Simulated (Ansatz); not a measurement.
Q: Each is relaxed and computed with the program Ansatz at the r²SCAN level (PAW). Which is the only one with a gap?
(A) CaAs4Rh6, P-6m2 (Pearson symbol hP11)
(B) NbSiAs, P4/nmm (Nb on 2c, Si on 2a, As on 2c)
(C) LaAs2Pd2, I4/mmm (La on 2a, As on 4e, Pd on 4d)
(D) CaCd2As2, P-3m1 (Ca on 1a, Cd on 2d, As on 2d)

A: D, CaCd2As2, P-3m1 (Ca on 1a, Cd on 2d, As on 2d). CaCd2As2: gap 0.77 eV (direct); CaAs4Rh6: metal; NbSiAs: metal; LaAs2Pd2: metal. Standing as an ambient phase not checked: CaCd2As2, P-3m1 (Ca on 1a, Cd on 2d, As on 2d); CaAs4Rh6, P-6m2 (Pearson symbol hP11); NbSiAs, P4/nmm (Nb on 2c, Si on 2a, As on 2c); LaAs2Pd2, I4/mmm (La on 2a, As on 4e, Pd on 4d). All cells were relaxed under the symmetry of their starts (and spin orders); stability against distortions was not tested throughout. Rows with no word on spin ran without spin polarisation. Spin–orbit coupling is left out wherever it is not named.

Potentials: the later of the program's two PAW sets.
